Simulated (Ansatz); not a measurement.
Starting cell, InSb (zinc blende):

```xyz
4
Lattice="0.0000 6.5191 6.5191 3.2596 0.0000 3.2596 3.2596 3.2596 0.0000" Properties=species:S:1:pos:R:3 pbc="T T T"
Sb     4.8894     4.8894     4.8894
Sb     4.8894     8.1489     8.1489
In     0.0000     0.0000     0.0000
In     0.0000     3.2596     3.2596
```

In each cell atom 3 (In, nearest neighbour Sb at 2.823 Å; its periodic images, 4.6 Å or more away, move with it) moves by s·(0.707, 0.707, 0.000) (along Cartesian [110]), the rest being held.

Computed with PBEsol (plane waves to 420 eV, PAW, scalar-relativistic; Ansatz, a quantum-chemistry and plane-wave program). k mesh 5×10×10 (Γ-centred), Fermi-Dirac smearing 0.05 eV. Energies are smeared free energies. With partly filled bands, energies and forces of such displacements shift with the k mesh and the smearing. At this level the bands of InSb touch or barely overlap; measurements give the solid a gap. InSb was relaxed with its symmetry unable to fall. Spin-orbit coupling is left out, though Sb is heavy. ΔE is measured from the undisplaced structure. The last digit holds for this mesh only.

```
s (Å)   ΔE (meV/cell)
------  -------------
-0.850         2791.8
-0.680         1672.5
-0.510       withheld
-0.340          380.8
-0.170           92.9
0.000             0.0
0.170            92.9
0.340           380.8
0.510        withheld
0.680          1672.5
0.850          2791.8
```

**Question.** Fit an even polynomial form (powers 2, 4, 6) to the given rows and predict ΔE at s = -0.510.

**Answer.** Least squares on the 9 given rows: ΔE = (3188)·s² + (913.0)·s⁴ + (31.18)·s⁶, in meV/cell with s in Å; root-mean-square residual 0.07 meV/cell. At -0.510 the fit gives 891.5 meV/cell; the calculation gives 890.8 meV/cell, so the interpolation is off by 0.7 (+0.1 %). The quadratic term alone would give 829.2 meV/cell.

(A displaced cell: forces are minus the slopes of the energy, force constants its curvatures, and phonons follow from these.)
